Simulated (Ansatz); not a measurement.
Level: r2SCAN, no spin polarisation; 500 eV; 7×7×7 Γ-centred mesh; methfessel-paxton occupations (width 0.1437 eV); Ansatz 0.2.0, fixed geometry.

Computed maps in the lattice plane spanned by b (left to right, 5.70 Å, 17 points from zero) and c (bottom to top, 5.70 Å, 17 points from zero), 60° apart, at height 0.733 along a. The fields are smooth PAW ones with compensation charges, not the true ones near nuclei.

Valence density. Digits on a logarithmic scale: 0 up to 0.03 e/Å³, each further digit a factor of 1.6, 9 from 1.3 e/Å³ up:
```
34555323457876532
35788643468999753
45899974469999975
45799996458999996
54699998546999997
53479998534699998
53346887543468987
44345676544345665
44555666655554444
35788767667886433
35899986678999742
35799997668999963
34699998556999985
33479998544799985
43346787533467875
33334555443345554
33433333445554433
```

ELF. Ten even steps from '0' (0.01) to '9' (0.84):
```
02554100134444210
16999830145334431
06999982134100342
13995797124200044
20796399303410034
30179899501442134
20015887300134454
10001233100002343
01442122113531111
14898522237997200
16998962238999830
04994695128837981
01797488215965994
00189999401799995
00017998400179995
00001464100003662
00000011012321010
```

Q: The cell is ScTl₂IrO₆. Which atoms lie within 0.2 Å of this plane, and where (fractions of b and c)?

A: O at (0.27, 0.27), O at (0.27, 0.73), O at (0.73, 0.27), Tl at (0.75, 0.75). The whole cell:
```
Ir O Tl Sc
1.0
     0.00000    4.03278    4.03278
     4.03278    0.00000    4.03278
     4.03278    4.03278    0.00000
Ir O Tl Sc
1 6 2 1
Direct
  0.50000 0.50000 0.50000
  0.73260 0.26740 0.26740
  0.26740 0.73260 0.26740
  0.26740 0.73260 0.73260
  0.73260 0.26740 0.73260
  0.26740 0.26740 0.73260
  0.73260 0.73260 0.26740
  0.25000 0.25000 0.25000
  0.75000 0.75000 0.75000
  0.00000 0.00000 0.00000
```

Origin: a known structure type with other elements, at an estimated volume, so it need not be a known compound. Caveats: many states at the Fermi level without spin polarisation, so a magnetic state may lie lower.
